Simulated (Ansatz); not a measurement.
AlNi (CsCl type)

```xyz
2
Lattice="2.8631 0.0000 0.0000 0.0000 2.8631 0.0000 0.0000 0.0000 2.8631" Properties=species:S:1:pos:R:3 pbc="T T T"
Al     0.0000     0.0000     0.0000
Ni     1.4316     1.4316     1.4316
```

The slice is a {210} plane (indices of the conventional cell) through the point (0.000, 0.000, 0.000) (fractional), spanned by u = [100] and v = [021] in vectors of this cell: u (2.86 Å) and v (6.40 Å, at 90° to u). It covers one period; positions are fractions (u, v).

Method: r2SCAN (plane waves to 500 eV, PAW, scalar-relativistic; Ansatz, an electronic-structure program). k mesh 16×16×16. Near the nuclei the fields are pseudised (PAW); where an atom keeps semicore shells as valence, they peak there. AlNi is run without spin polarisation. AlNi was relaxed with its symmetry unable to fall.

Question: Sketch the valence electron density on this plane as a map.

Answer: 
```
v \ u  0.00  0.14  0.29  0.43  0.57  0.71  0.86
-----  ----  ----  ----  ----  ----  ----  ----
0.94   -1.1  -0.9  -0.6  -0.6  -0.6  -0.6  -0.9
0.84   -0.6  -0.6  -0.5  -0.5  -0.5  -0.5  -0.6
0.75   -0.6  -0.6  -0.3   0.2   0.2  -0.3  -0.6
0.66   -0.6  -0.5  -0.3   0.2   0.2  -0.3  -0.5
0.56   -0.6  -0.6  -0.6  -0.5  -0.5  -0.6  -0.6
0.47   -0.6  -0.6  -0.6  -0.6  -0.6  -0.6  -0.6
0.38   -0.6  -0.6  -0.4  -0.1  -0.1  -0.4  -0.6
0.28   -0.6  -0.5  -0.2   0.3   0.3  -0.2  -0.5
0.19   -0.6  -0.6  -0.5  -0.4  -0.4  -0.5  -0.6
0.09   -0.9  -0.7  -0.6  -0.6  -0.6  -0.6  -0.7
0.00   -1.2  -1.1  -0.7  -0.6  -0.6  -0.7  -1.1
```

Values: log₁₀ of the valence density in e/Å³. The scale is logarithmic, as a density can span decades between atoms and voids.
